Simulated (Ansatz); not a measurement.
Ta₃Re in space group Fm-3m (No. 225; Ta on 8c, Ta on 4b, Re on 4a), PBE in the plane-wave PAW code Ansatz, all energies at zero smearing, with the estimated change up to a 700 eV cutoff added, with one set of potentials and settings (totals compare only within such a set). Cell of 4 atoms (3 Ta, 1 Re): -40665.690 eV.

```json
[
 {"element": "Ta", "reference phase": "Im-3m, 1 atoms in the cell", "E (eV/atom)": "-9932.2522"},
 {"element": "Re", "reference phase": "P6_3/mmc, 2 atoms in the cell", "E (eV/atom)": "-10868.0812"}
]
```

Formation energy per atom, worked out: (-40665.690 − 3×(-9932.2522) − 1×(-10868.0812))/4 = -0.213 eV/atom (-21 kJ per mol of atoms), at 0 K, without zero-point energy or fitted corrections.

The workflow started from a Materials Project entry (that database holds measured and hypothetical structures alike); the Crystallography Open Database copy checked does not list it. With Ta and Re taken as one species the cell has the higher symmetry Im-3m, so it may be an ordered model of a mixed-site phase. Its standing as an ambient phase is unchecked. The cell was relaxed with PBE under the symmetry of its start; its stability against distortions is not shown here. The run is not spin-polarised. The references are the lowest solids computed at this level, not always the standard phases. Spin–orbit coupling is left out wherever it is not named.

Potentials: the later of the program's two PAW sets.
